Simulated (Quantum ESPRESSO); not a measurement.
MoCuAl6, input and log of a self-consistent run

Simulated, not a measurement. The program is pw.x of Quantum ESPRESSO 7.5 (plane-wave density functional theory). The cell is made up: eight metal atoms on a hexagonal close-packed lattice, with elements, volume, strain and displacements drawn at random and not relaxed, so it may be unstable or far from any real phase. PseudoDojo standard norm-conserving files set the functional (PBE unless stated); there is no spin polarisation or spin-orbit coupling, the Fermi-Dirac width of 0.25 eV means electrons at about 2900 K, and the masses in the input are unused placeholders. The copper pseudopotential is less sure than most, with forces differing by about three percent and pressure by about two GPa from a second method on plain copper. A spin test at this wide smearing found no moment, but such smearing suppresses magnetism that the real alloy may have.

Input:

```
&control calculation='scf', pseudo_dir='./dojo.nc.sr.pbe.v0_5.standard.upf', outdir='./o', disk_io='minimal', tprnfor=.true., tstress=.true. /
&system ibrav=0, nat=8, ntyp=3, nbnd=35, ecutwfc=92.02030273, nosym=.true., tot_charge=0,
 occupations='smearing', smearing='fd', degauss=0.0183746611
/
&electrons conv_thr=1.470e-08, electron_maxstep=70, mixing_beta=0.5 /
ATOMIC_SPECIES
Al 1.0 Al.upf
Cu 1.0 Cu.upf
Mo 1.0 Mo.upf
CELL_PARAMETERS angstrom
0.0 0.0 4.6233
5.5381 0.0 0.0
-2.769 4.7961 0.0
ATOMIC_POSITIONS angstrom
Mo -0.0326 -0.0218 0.0061
Cu -1.4024 2.4814 0.0222
Al 2.8346 0.0661 0.0511
Al 1.3704 2.3849 -0.0506
Al -0.0084 1.5179 2.3282
Al -1.4085 4.0125 2.2332
Al 2.8186 1.58 2.3424
Al 1.3487 3.9141 2.3832
K_POINTS automatic
6 6 6 1 1 1
```

The log is shortened where brackets say so; the opening notice, blank lines, dates and the lines on written files are dropped, and the path of the files is cut. It prints rydbergs, bohrs and kilobars, and counts compression as positive stress. Its total energy is the free energy E - TS of the whole cell.

```
     Program PWSCF v.7.5
     Parallel version (MPI & OpenMP), running on       4 processor cores
     Number of MPI processes:                 4
     Threads/MPI process:                     1
     [start-up lines left out]
     bravais-lattice index     =            0
     lattice parameter (alat)  =       8.7368  a.u.
     unit-cell volume          =     828.7007 (a.u.)^3
     number of atoms/cell      =            8
     number of atomic types    =            3
     number of electrons       =        51.00
     number of Kohn-Sham states=           35
     kinetic-energy cutoff     =      92.0203  Ry
     charge density cutoff     =     368.0812  Ry
     scf convergence threshold =      1.5E-08
     mixing beta               =       0.5000
     number of iterations used =            8  plain     mixing
     Exchange-correlation= PBE
                           (   1   4   3   4   0   0   0)
     [axes and pseudopotential details left out]
   Cartesian axes
     site n.     atom                  positions (alat units)
         1        Mo     tau(   1) = (  -0.0070512  -0.0047152   0.0013194  )
         2        Cu     tau(   2) = (  -0.3033331   0.5367162   0.0048018  )
         3        Al     tau(   3) = (   0.6131118   0.0142971   0.0110527  )
         4        Al     tau(   4) = (   0.2964117   0.5158437  -0.0109446  )
         5        Al     tau(   5) = (  -0.0018169   0.3283153   0.5035797  )
         6        Al     tau(   6) = (  -0.3046525   0.8678866   0.4830316  )
         7        Al     tau(   7) = (   0.6096511   0.3417472   0.5066511  )
         8        Al     tau(   8) = (   0.2917180   0.8466031   0.5154760  )
     number of k points=   108  Fermi-Dirac smearing, width (Ry)=  0.0184
     Number of k-points >= 100: set verbosity='high' to print them.
     Dense  grid:    98813 G-vectors     FFT dimensions: (  54,  64,  64)
     Estimated max dynamical RAM per process >     305.48 MB
     Estimated total dynamical RAM >       1.12 GB
     Initial potential from superposition of free atoms
     starting charge      50.9836, renormalised to      51.0000
     Starting wfcs are   44 randomized atomic wfcs
     total cpu time spent up to now is        4.4 secs
     per-process dynamical memory:   261.3 Mb
     Self-consistent Calculation
     iteration #  1     ecut=    92.02 Ry     beta= 0.50
     Davidson diagonalization with overlap
     ethr =  1.00E-02,  avg # of iterations =  3.5
     total cpu time spent up to now is       14.1 secs
     total energy              =    -545.13599859 Ry
     estimated scf accuracy    <       3.99837575 Ry
     iteration #  2     ecut=    92.02 Ry     beta= 0.50
     Davidson diagonalization with overlap
     ethr =  7.84E-03,  avg # of iterations =  2.9
     total cpu time spent up to now is       22.7 secs
     total energy              =    -547.41282582 Ry
     estimated scf accuracy    <       7.04561892 Ry
     iteration #  3     ecut=    92.02 Ry     beta= 0.50
     Davidson diagonalization with overlap
     ethr =  7.84E-03,  avg # of iterations =  2.0
     total cpu time spent up to now is       29.8 secs
     total energy              =    -547.70551453 Ry
     estimated scf accuracy    <       1.35445536 Ry
     iteration #  4     ecut=    92.02 Ry     beta= 0.50
     Davidson diagonalization with overlap
     ethr =  2.66E-03,  avg # of iterations =  1.0
     total cpu time spent up to now is       36.7 secs
     total energy              =    -547.61089153 Ry
     estimated scf accuracy    <       0.69455627 Ry
     iteration #  5     ecut=    92.02 Ry     beta= 0.50
     Davidson diagonalization with overlap
     ethr =  1.36E-03,  avg # of iterations =  2.0
     total cpu time spent up to now is       44.7 secs
     total energy              =    -547.64827850 Ry
     estimated scf accuracy    <       0.06281918 Ry
     [iterations 6 to 9 left out]
     iteration # 10     ecut=    92.02 Ry     beta= 0.50
     Davidson diagonalization with overlap
     ethr =  5.94E-08,  avg # of iterations =  7.7
     total cpu time spent up to now is       97.6 secs
     total energy              =    -547.66870124 Ry
     estimated scf accuracy    <       0.00172776 Ry
     iteration # 11     ecut=    92.02 Ry     beta= 0.50
     Davidson diagonalization with overlap
     ethr =  5.94E-08,  avg # of iterations =  3.7
     total cpu time spent up to now is      108.6 secs
     total energy              =    -547.66889284 Ry
     estimated scf accuracy    <       0.00000555 Ry
     iteration # 12     ecut=    92.02 Ry     beta= 0.50
     Davidson diagonalization with overlap
     ethr =  1.09E-08,  avg # of iterations =  2.5
     total cpu time spent up to now is      117.3 secs
     total energy              =    -547.66889409 Ry
     estimated scf accuracy    <       0.00000024 Ry
     iteration # 13     ecut=    92.02 Ry     beta= 0.50
     Davidson diagonalization with overlap
     ethr =  4.78E-10,  avg # of iterations =  3.3
     total cpu time spent up to now is      126.6 secs
     total energy              =    -547.66889419 Ry
     estimated scf accuracy    <       0.00000007 Ry
     iteration # 14     ecut=    92.02 Ry     beta= 0.50
     Davidson diagonalization with overlap
     ethr =  1.44E-10,  avg # of iterations =  2.0
     total cpu time spent up to now is      134.8 secs
     End of self-consistent calculation
     [lines on levels left out]
!    total energy              =    -547.66889420 Ry
     estimated scf accuracy    <          4.0E-10 Ry
     smearing contrib. (-TS)   =      -0.04550077 Ry
     internal energy E=F+TS    =    -547.62339343 Ry
     The total energy is F=E-TS. E is the sum of the following terms:
     one-electron contribution =    -432.75751911 Ry
     hartree contribution      =     237.13280422 Ry
     xc contribution           =     -80.40152319 Ry
     ewald contribution        =    -271.59715535 Ry
     convergence has been achieved in  14 iterations
     Forces acting on atoms (cartesian axes, Ry/au):
     atom    1 type  3   force =     0.00707430    0.01017820   -0.00310978
     atom    2 type  2   force =     0.00402877   -0.01468881   -0.00173259
     atom    3 type  1   force =    -0.01775200   -0.01073857   -0.00570681
     atom    4 type  1   force =    -0.00475682   -0.00570716    0.01917441
     atom    5 type  1   force =    -0.00735799    0.01238980   -0.00566054
     atom    6 type  1   force =     0.00331405   -0.01560942    0.01916001
     atom    7 type  1   force =     0.00471524    0.00945639   -0.00148851
     atom    8 type  1   force =     0.01073446    0.01471958   -0.02063619
     Total force =     0.054929     Total SCF correction =     0.000012
     Computing stress (Cartesian axis) and pressure
          total   stress  (Ry/bohr**3)                   (kbar)     P=       -2.22
  -0.00011003  -0.00025438  -0.00001911          -16.19      -37.42       -2.81
  -0.00025438   0.00013852  -0.00001863          -37.42       20.38       -2.74
  -0.00001911  -0.00001863  -0.00007370           -2.81       -2.74      -10.84
     init_run     :      4.09s CPU      4.22s WALL (       1 calls)
     electrons    :    130.00s CPU    130.34s WALL (       1 calls)
     forces       :      1.91s CPU      1.93s WALL (       1 calls)
     stress       :      6.54s CPU      6.58s WALL (       1 calls)
     [timing details left out]
     PWSCF        :   2m22.76s CPU   2m23.33s WALL
     JOB DONE.
```

In other units: free energy -7451.415 eV for the cell, pressure -0.22 GPa, largest force component 0.531 eV/Å in size. The run took 145 s of wall time with four MPI processes on a shared machine (AMD EPYC, Zen 5, virtual cores), so the time is rough. A rerun of this cell at a higher cutoff and on a denser mesh moved values by no more than 0.002 eV in energy, 0.23 GPa in stress and 0.005 eV/Å in force, and a second program with other atomic files agreed on that cell to 2 % rms in force and 0.5 GPa in pressure.